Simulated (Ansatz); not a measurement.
# Profile along the Sn–Sn line in Sn (space group I4/mmm)

Sn (space group I4/mmm)

```cif
data_Sn8
_chemical_formula_sum 'Sn8'
_space_group_name_H-M_alt 'I4/mmm'
_space_group_IT_number 139
_space_group_name_Hall '-I 4 2'
_cell_length_a 7.99889
_cell_length_b 7.99889
_cell_length_c 4.62762
_cell_angle_alpha 90.000
_cell_angle_beta 90.000
_cell_angle_gamma 90.000
loop_
_atom_site_label
_atom_site_type_symbol
_atom_site_symmetry_multiplicity
_atom_site_Wyckoff_symbol
_atom_site_fract_x
_atom_site_fract_y
_atom_site_fract_z
_atom_site_occupancy
Sn1 Sn 8 h 0.17843 0.17843 0.00000 1
```
(The calculation used a cell of 4 atoms; values per cell refer to that cell.)

Fields along a shortest Sn–Sn line of a (100) plane (2.85 Å), from Sn to Sn, interpolated on the slice's grid (step about 0.2 Å). The numbers are results of PBEsol (plane waves to 420 eV, PAW, scalar-relativistic; Ansatz, an electronic-structure program), not measurements. k mesh 12×12×12. Near the nuclei the fields are pseudised (PAW); where an atom keeps semicore shells as valence, they peak there. Sn was relaxed with its symmetry unable to fall. This is one of several known forms of Sn; the measured ambient cells at hand have space group No. 141 or 227.

| distance from Sn (Å) | valence electron density (e/Å³) | electron localisation function |
|---|---|---|
| 0.00 | 15.74 | x |
| 0.14 | 15.04 | x |
| 0.29 | 11.22 | x |
| 0.43 | 7.01 | x |
| 0.57 | 3.80 | 0.11 |
| 0.71 | 1.89 | 0.21 |
| 0.86 | 0.97 | 0.30 |
| 1.00 | 0.58 | 0.34 |
| 1.14 | 0.42 | 0.43 |
| 1.28 | 0.36 | 0.58 |
| 1.43 | 0.34 | 0.62 |
| 1.57 | 0.36 | 0.57 |
| 1.71 | 0.42 | 0.44 |
| 1.85 | 0.58 | 0.34 |
| 2.00 | 0.98 | 0.29 |
| 2.14 | 1.89 | 0.22 |
| 2.28 | 3.78 | 0.11 |
| 2.42 | 7.02 | x |
| 2.56 | 11.22 | x |
| 2.71 | 15.04 | x |
| 2.85 | 16.62 | x |

x: too close to a nucleus for the ELF to mean much.

Density on the Sn–Sn line (2.85 Å) at its midpoint: 0.34 e/Å³. ELF at that point: 0.6. ELF maximum in the middle third of the Sn–Sn line: 0.62, 1.4 Å from Sn.
